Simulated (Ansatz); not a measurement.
Starting cell, Cd (hcp, Mg type):

```xyz
4
Lattice="5.9240 0.0000 0.0000 -1.4810 2.5652 0.0000 0.0000 0.0000 5.7980" Properties=species:S:1:pos:R:3 pbc="T T T"
Cd     0.0000     1.7101     4.3485
Cd     2.9620     1.7101     4.3485
Cd     1.4810     0.8551     1.4495
Cd     4.4430     0.8551     1.4495
```

A phonon eigenvector at M = (0.5, 0.0, 0.0) is frozen into this cell: atom i moves by Q times the vector below, so Q is the largest atomic displacement, in Å. The cell is held. (q is in reciprocal vectors of the primitive cell; the cell shown is doubled to hold the pattern.)

```csv
atom,x,y,z
Cd1,0.500,-0.866,0.000
Cd2,-0.500,0.866,0.000
Cd3,-0.500,0.866,0.000
Cd4,0.500,-0.866,0.000
```

Level of theory: r2SCAN (plane waves to 500 eV, PAW, scalar-relativistic; Ansatz, an electronic-structure program). k mesh 9×18×8 (Γ-centred), Fermi-Dirac smearing 0.05 eV. E stands for the smeared free energy. With partly filled bands, energies and forces of such displacements shift with the k mesh and the smearing. Cd was relaxed with its symmetry unable to fall. ΔE is measured from the undisplaced structure.

```json
[
 {"Q (Å)": "-0.180", "ΔE (meV/cell)": "154"},
 {"Q (Å)": "-0.120", "ΔE (meV/cell)": "70"},
 {"Q (Å)": "-0.060", "ΔE (meV/cell)": "18"},
 {"Q (Å)": "0.000", "ΔE (meV/cell)": "0"},
 {"Q (Å)": "0.060", "ΔE (meV/cell)": "18"},
 {"Q (Å)": "0.120", "ΔE (meV/cell)": "70"},
 {"Q (Å)": "0.180", "ΔE (meV/cell)": "154"}
]
```

Problem. Which DFPT wavenumber at M = (0.5, 0.0, 0.0) belongs to this mode?
A) 149 cm⁻¹
B) 35 cm⁻¹
C) 78 cm⁻¹

Solution. C, 78 cm⁻¹. The curvature of the scan gives 78 cm⁻¹

(A displaced cell: forces are minus the slopes of the energy, force constants its curvatures, and phonons follow from these.)
